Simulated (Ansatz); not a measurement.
**C (Cmmm), zone-centre modes**

Computed with Ansatz, DFT r2SCAN, scalar-relativistic, plane waves, PAW. Cutoff 500 eV, Γ-centred 6×6×10 k-points, Gaussian smearing of 0.05 eV. No spin polarisation.

Zero of the scan (relaxed at this level; this form isn't the usual structure):

```xyz
8
Lattice="2.1206 -4.3695 0.0000 2.1206 4.3695 0.0000 0.0000 0.0000 2.5047" Properties=species:S:1:pos:R:3 pbc="T T T"
C     3.4555    1.4558    0.0000
C     0.7857   -1.4558    0.0000
C     0.7857    1.4558    0.0000
C     3.4555   -1.4558    0.0000
C     1.3382   -0.7795    1.2524
C     2.9030    0.7795    1.2524
C     2.9030   -0.7795    1.2524
C     1.3382    0.7795    1.2524
```

Harmonic modes by finite displacements of 0.02 Å, without the LO–TO term.

Question: At this geometry, is the structure stable against these modes?

Answer: Yes: no mode is imaginary beyond 10 cm⁻¹, and only the three translations lie near zero.

Question: List the wavenumbers in cm⁻¹.

Answer: 0, 0, 0, 527, 569, 675, 683, 778, 923, 973, 979, 1012, 1045, 1078, 1106, 1185, 1186, 1233, 1242, 1278, 1296, 1297, 1314, 1320.

Cost: 1 run of about 4.6 core-minutes, on Arm Neoverse V2 (shared hosts).